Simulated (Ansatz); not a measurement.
CeO2:
```yaml
crystal:
  lattice:
    - [0.00000, 2.71868, 2.71868]
    - [2.71868, 0.00000, 2.71868]
    - [2.71868, 2.71868, 0.00000]
  atoms:
    - { symbol: Ce, position: [0.00000, 0.00000, 0.00000] }
    - { symbol: O, position: [0.75000, 0.75000, 0.75000] }
    - { symbol: O, position: [0.25000, 0.25000, 0.25000] }
```

Relaxed with r²SCAN.

Problem. Give the Bader charges and basin volumes of the independent atoms, the program Ansatz at the r²SCAN level (PAW).

Solution. 

| atom | Bader charge (e) | Bader volume (Å³) |
|---|---|---|
| Ce1 | +2.40 | 14.9 |
| O2 | -1.20 | 12.6 |

Space group Fm-3m (fluorite). The cell was relaxed with r²SCAN under the symmetry of its start. The workflow began spin-polarised and lost its moments. The volume moved by -22 % from the start of the relaxation. The 4f shell is in the valence. No Hubbard U is applied. Scalar-relativistic: spin–orbit coupling is off unless named, which matters more the heavier the elements.

Potentials: the later of the program's two PAW sets.
